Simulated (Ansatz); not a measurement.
MnS: zone-centre modes under pressure

MnS, F-43m, a = 4.869 Å. This isn't the usual stable structure of the compound. Ansatz: LDA, PAW, 420 eV, Γ-centred 14×14×14 mesh on 2 atoms, Gaussian smearing 0.20 eV; no spin polarisation. Cell and atoms are relaxed at each pressure with the symmetry kept; optical modes at Γ by linear response, in cm⁻¹, the highest.

| P (GPa) | V (Å³/atom) | ω1 |
| --- | --- | --- |
| 0 | 14.429 | 463.4 |
| 8 | 13.803 | 493.4 |
| 25 | 12.822 | ? |

Problem. Get the mode's Grüneisen parameter γ = −d ln ω/d ln V from the other rows and predict the missing frequency.

Solution. ln(V/V0) = 0.0000, -0.0444, -0.1181; a line through ln(ω/ω0) of the 2 known rows gives ω1: γ = 1.413, predicted 547.6, computed 546.6. The miss is 0.2 %, or 1 % of the shift under pressure, so a constant γ serves at that level. In a metal these frequencies hang on the mesh and smearing.

Spin polarisation was left out, and a magnetic state may lie lower. The mesh isn't the same in all rows (14×14×14, 16×16×16).